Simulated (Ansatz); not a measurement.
## Cu$_{3}$Ni$_{2}$ (R-3m) at 2 levels of theory

One geometry, relaxed with PBE; plane waves with PAW potentials in Ansatz, scalar-relativistic. Collinear spin, ending at 0.8 μB a primitive cell. Gaps are the least over mesh and band path; pressure is positive in compression.

```
CELL_PARAMETERS angstrom
1.26334 0.72939 10.37424
-1.26334 0.72939 10.37424
0.00000 -1.45878 10.37424
ATOMIC_POSITIONS crystal
Cu 0.09858 0.09858 0.09858
Cu 0.90142 0.90142 0.90142
Cu 0.50000 0.50000 0.50000
Ni 0.69881 0.69881 0.69881
Ni 0.30119 0.30119 0.30119
```

| level | cutoff (eV) | k mesh | gap (eV) | pressure (GPa) | largest moment (μB) |
| --- | --- | --- | --- | --- | --- |
| PBE | 420 | 18×18×18 | 0 | 0.0 | 0.45 |

Problem. What comes out on the same cell with r2SCAN?

Solution.
| level | cutoff (eV) | k mesh | gap (eV) | pressure (GPa) | largest moment (μB) |
| --- | --- | --- | --- | --- | --- |
| r2SCAN | 500 | 18×18×18 | 0 | -6.4 | 0.74 |

The state reached may not be the lowest one.

The cell was found from a structure generator's guess, not taken from experiment.
